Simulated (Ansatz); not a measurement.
Bi2Te3 (Bi2Te3 type, space group R-3m)

```
CELL_PARAMETERS angstrom
      2.19374     1.26655    10.09654
     -2.19374     1.26655    10.09654
      0.00000    -2.53311    10.09654
ATOMIC_POSITIONS crystal
  Bi 0.40015 0.40015 0.40015
  Bi 0.59985 0.59985 0.59985
  Te 0.00000 0.00000 0.00000
  Te 0.20936 0.20936 0.20936
  Te 0.79064 0.79064 0.79064
```

This relaxed cell (volume V₀) is scaled evenly in all directions, its shape held. The atoms relax within the cell's symmetry.

All values below come from PBE-D3(BJ) (plane waves to 420 eV, PAW, scalar-relativistic; Ansatz, an electronic-structure program). k mesh 9×9×9 (Γ-centred), Fermi-Dirac smearing 0.05 eV. The energy includes the smearing's −TS. Compression counts positive. With the shape held, the modulus is that of even scaling; a crystal free to change shape is softer. Bi2Te3 was relaxed with its symmetry unable to fall. Spin-orbit coupling is left out, though Bi and Te are heavy. The PAW data are Ansatz's earlier set. ΔE is measured from the relaxed starting cell.

| V (Å³/atom) | ΔE (meV/atom) |
|---|---|
| 28.277 | 156.6 |
| 29.624 | withheld |
| 30.971 | 31.7 |
| 32.317 | 7.1 |
| 33.664 | 0.0 |
| 35.010 | 5.7 |
| 36.357 | 20.5 |
| 37.703 | 41.5 |
| 39.050 | 66.6 |

Question: Fit a third-order Birch-Murnaghan form (E₀, V₀, B₀, B₀′ free) to the given rows and predict ΔE at V = 29.624.

Answer: Least squares on the 8 given rows: ΔE = E₀ + (9V₀B₀/16)·y²·[2 + (B₀′ − 4)y], y = (V₀/V)^(2/3) − 1, with V₀ = 33.678 Å³/atom, B₀ = 36.80 GPa (160.2 GPa = 1 eV/Å³; the term in eV is multiplied by 1000), B₀′ = 6.86, E₀ = 0.28 meV/atom; root-mean-square residual 0.22 meV/atom. At 29.624 the fit gives 78.5 meV/atom; the calculation gives 79.2 meV/atom, so the interpolation is off by -0.7 (-0.9 %). For the pressure the fit gives 7.3 GPa against the computed 7.3 GPa.

(Under strain, the slope of the energy per volume gives the stress and its curvature an elastic modulus.)
